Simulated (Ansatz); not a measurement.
## Magnetic states of KMnF3

```yaml
crystal:
  lattice:
    - [8.37860, 0.00000, 0.00000]
    - [0.00000, 4.18930, 0.00000]
    - [0.00000, 0.00000, 4.18930]
  atoms:
    - { symbol: K, position: [0.25000, 0.50000, 0.50000] }
    - { symbol: Mn, position: [0.00000, 0.00000, 0.00000] }
    - { symbol: F, position: [0.25000, 0.00000, 0.00000] }
    - { symbol: F, position: [0.00000, 0.50000, 0.00000] }
    - { symbol: F, position: [0.00000, 0.00000, 0.50000] }
    - { symbol: K, position: [0.75000, 0.50000, 0.50000] }
    - { symbol: Mn, position: [0.50000, 0.00000, 0.00000] }
    - { symbol: F, position: [0.75000, 0.00000, 0.00000] }
    - { symbol: F, position: [0.50000, 0.50000, 0.00000] }
    - { symbol: F, position: [0.50000, 0.00000, 0.50000] }
```

Computed with plane-wave PAW DFT (Ansatz 0.2.0): r2SCAN, 500 eV cutoff, 4×7×7 Γ-centred mesh, fermi-dirac occupations of width 0.050 eV. The atoms are fixed and numbered as listed; spin is collinear, without spin-orbit coupling.

The cycle has several fixed points for this cell. Moments (μB):

```json
{"state": "A", "Mn2": "4.23", "Mn7": "4.23", "other atoms together": "0.42", "size of the net moment a cell": "10.00"}
{"state": "B", "Mn2": "4.22", "Mn7": "-4.22", "other atoms together": "0.00", "size of the net moment a cell": "0.00"}
{"state": "C", "Mn2": "0.00", "Mn7": "0.00", "other atoms together": "0.00", "size of the net moment a cell": "0.00"}
```

Site moments are taken in small spheres that don't touch (radius about 0.4 of the atom's shortest bond), so those of the magnetic atoms read low, and they needn't add up to the net moment. State C was run without spin polarisation.

Problem. What is the order in energy at zero smearing?

Solution. State B (antiparallel, compensated) is lowest; A (parallel moments) lies 3.7 meV above it, C (without moments) lies 756 meV above it, all counted an atom of the cell.

Problem. Which states have a gap on the mesh, and what pressure does each exert on this cell?

Solution. A: gap 2.07 eV, -0.1 GPa; B: gap 2.43 eV, -0.3 GPa; C: no gap, -10.8 GPa (positive in compression). Moments take up room: without them the pressure is lower, so that state wants a smaller cell.

Problem. What do states A and B say about the exchange?

Solution. Between A and B the moments keep their size (4.23 against 4.22 μB in the mean), so the difference mostly measures the exchange between the flipped sites: the antiparallel order gains 18 meV for each Mn atom. The nearest flipped pair stands 4.19 Å apart. Flipped pairs are linked through F; the widest Mn–F–Mn angle among the nearer links is 180°, at 4.19 Å between the metal atoms. A nearly straight link favours antiparallel spins by superexchange as a rule of thumb, which fits.

Problem. How much does the cell gain by forming moments?

Solution. 756 meV an atom of the cell, or 3779 meV for each Mn atom, against state C, which has none. A run without spin would miss this and give wrong energies and forces. That state isn't the paramagnet, which keeps its moments, so this is no ordering energy.

The cell is that of a Crystallography Open Database entry, unchanged but doubled along one cell vector so that moments can oppose.

Caveats: only orders that fit this cell and collinear spins were tried, so the true order may need a larger cell or canted moments; atoms and cell are not relaxed, and each state would relax in its own way; semilocal functionals without U often misplace the states of 3d oxides, halides and chalcogenides; the k mesh is coarse, so differences of a few meV are uncertain where a state is a metal; one start a pattern, so a lower state of the same pattern may exist.
